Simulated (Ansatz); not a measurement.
## Strain response of CdAg

The calculation used DFT r2SCAN, scalar-relativistic, plane waves, PAW (Ansatz). Settings: 500 eV cutoff, 15×15×4 k-mesh, Gaussian smearing of 0.10 eV, no spin polarisation.

Reference structure (relaxed):

```yaml
crystal:
  lattice:
    - [3.02112, 0.00000, 0.00000]
    - [-1.51056, 2.61636, 0.00000]
    - [0.00000, 0.00000, 14.29017]
  atoms:
    - { symbol: Cd, position: [0.66667, 0.33333, 0.83333] }
    - { symbol: Cd, position: [0.33333, 0.66667, 0.16667] }
    - { symbol: Cd, position: [0.00000, 0.00000, 0.50000] }
    - { symbol: Ag, position: [0.00000, 0.00000, 0.00000] }
    - { symbol: Ag, position: [0.66667, 0.33333, 0.33333] }
    - { symbol: Ag, position: [0.33333, 0.66667, 0.66667] }
```

Deformation: c alone is stretched, the rest of the cell is held and the atoms relax, all within the symmetry that the strain leaves. Energies are extrapolated to zero smearing.

```
strain (%)  ΔE (meV/atom) a (Å) b (Å) c (Å)
      -4.5           20.3  3.021  3.021  13.647
      -3.0            8.7  3.021  3.021  13.861
      -1.5            2.1  3.021  3.021  14.076
      +0.0            0.0  3.021  3.021  14.290
      +1.5            1.8  3.021  3.021  14.505
      +3.0            6.9  3.021  3.021  14.719
      +4.5           14.7  3.021  3.021  14.933
```

Task: What stiffness (1/V) d²E/dε² at zero strain does a cubic fit over all points give?

Result: A cubic fit gives (1/V) d²E/dε² = 147 GPa at zero strain (the elastic constant along c at held a and b).